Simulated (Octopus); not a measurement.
Pt (Fm-3m, No. 225):
```
CELL_PARAMETERS angstrom
      0.00000     1.97158     1.97158
      1.97158     0.00000     1.97158
      1.97158     1.97158     0.00000
ATOMIC_POSITIONS crystal
  Pt 0.00000 0.00000 0.00000
```
The cell is a database entry, not relaxed again.

Method: LDA in Octopus 16.4; grid spacing about 0.15 Å, Γ-centred 12×12×12 k-mesh, Fermi-Dirac smearing of 0.1 eV, no spin polarisation; PseudoDojo 0.4 LDA potentials. Spin-orbit coupling is left out.

Energies in eV against the Fermi level; 18 electrons a cell outside the pseudopotentials' cores.

```tsv
k-point (reduced)	band 5	band 6	band 7	band 8	band 9	band 10	band 11	band 12
Γ (0.000, 0.000, 0.000)	-10.16	-3.74	-3.74	-3.74	-1.61	-1.61	14.65	19.44
X (0.500, 0.000, 0.500)	-6.95	-6.51	0.00	0.45	0.45	(withheld)	8.55	11.23
U (0.625, 0.250, 0.625)	-6.16	-5.38	-2.83	-1.30	-0.20	5.52	6.58	9.91
K (0.375, 0.375, 0.750)	-6.16	-5.38	-2.83	-1.30	-0.20	5.52	6.58	9.91
L (0.500, 0.500, 0.500)	-7.24	-3.79	-3.79	-0.49	0.02	0.02	5.60	14.21
W (0.500, 0.250, 0.750)	-5.56	-4.49	-4.49	-1.98	0.45	(withheld)	8.12	8.12
```

Question: Some entries are withheld; supply them.

Answer: 
- W (0.500, 0.250, 0.750), band 10: 6.83
- X (0.500, 0.000, 0.500), band 10: 1.72
